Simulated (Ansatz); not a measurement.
Level of theory: DFT PBE, scalar-relativistic, plane waves, PAW in Ansatz 0.2.0. Settings: cutoff 420 eV, Γ-centred meshes spaced at most about 0.3 Å⁻¹, and about 0.25 Å⁻¹ or finer for metals (2π included), Gaussian smearing. No spin polarisation in the final relaxations.

All energies are static (0 K, no zero-point motion). All come from trial cells, and lower structures may exist.

Question: These unrelaxed guesses for TaGe3W2 are each relaxed within their symmetry. Order them by the energy at which they end, lowest first.
A.

Space group P4/mmm (No. 123). a = 3.804 Å, b = 3.804 Å, c = 8.805 Å, α = 90.00°, β = 90.00°, γ = 90.00°
| atom | site | symmetry | x | y | z |
| --- | --- | --- | --- | --- | --- |
| Ta | 1a | 4/mmm | 0.0000 | 0.0000 | 0.0000 |
| Ge | 2g | 4mm | 0.0000 | 0.0000 | 0.2580 |
| Ge | 1c | 4/mmm | 0.5000 | 0.5000 | 0.0000 |
| W | 1b | 4/mmm | 0.0000 | 0.0000 | 0.5000 |
| W | 1d | 4/mmm | 0.5000 | 0.5000 | 0.5000 |

B.

Space group P-3m1 (No. 164). a = 5.939 Å, b = 5.939 Å, c = 3.896 Å, α = 90.00°, β = 90.00°, γ = 120.00°
| atom | site | symmetry | x | y | z |
| --- | --- | --- | --- | --- | --- |
| Ta | 1b | -3m. | 0.0000 | 0.0000 | 0.5000 |
| Ge | 3f | .2/m. | 0.5000 | 0.0000 | 0.5000 |
| W | 2d | 3m. | 0.3333 | 0.6667 | 0.6926 |

C.

Space group P-4m2 (No. 115). a = 3.839 Å, b = 3.839 Å, c = 6.387 Å, α = 90.00°, β = 90.00°, γ = 90.00°
```csv
atom,site,symmetry,x,y,z
Ta,1b,-4m2,0.5000,0.5000,0.0000
Ge,1a,-4m2,0.0000,0.0000,0.0000
Ge,2g,2mm.,0.5000,0.0000,0.6756
W,2g,2mm.,0.5000,0.0000,0.2671
```

Answer: C (ends in P-4m2, 0 meV/atom), B (ends in P6/mmm, 0.47 eV/atom), A (ends in P4/mmm, 0.50 eV/atom). Even the lowest end lies +0.33 eV/atom against the elements.

Spin–orbit coupling, which can matter for Ta and W, is left out. Cells relaxed within their symmetry can be saddle points. Some structure types and database cells were kept out of the candidates from the start, so a known form may be missing.
